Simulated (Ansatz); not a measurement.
AgTi$_{4}$S$_{8}$ in space group P-3m1 (No. 164; Pearson symbol hP13), PBE+D3(BJ) (plane waves, PAW; program Ansatz), all energies at zero smearing, with the estimated change up to a 700 eV cutoff added, with one set of potentials and settings (totals compare only within such a set). Cell of 13 atoms (8 S, 4 Ti, 1 Ag): -24826.420 eV.

| element | reference phase | E (eV/atom) |
|---|---|---|
| S | Fddd, 32 atoms in the cell | -902.2562 |
| Ti | P6/mmm, 3 atoms in the cell | -2500.3009 |
| Ag | R-3m, 3 atoms in the cell | -7591.1305 |

Formation energy per atom, worked out: (-24826.420 − 8×(-902.2562) − 4×(-2500.3009) − 1×(-7591.1305))/13 = -1.234 eV/atom (-119 kJ per mol of atoms), at 0 K, without zero-point energy or fitted corrections.

A made-up cell: these elements were put on the sites of a structure type; neither database checked (COD, Materials Project) lists it. Whether it is the stable phase at ambient conditions was not checked. Symmetry was held in the PBE+D3(BJ) relaxation; its stability against distortions is not shown here. The run is not spin-polarised. The references are the lowest solids computed at this level, not always the standard phases.

Potentials: the later of the program's two PAW sets.
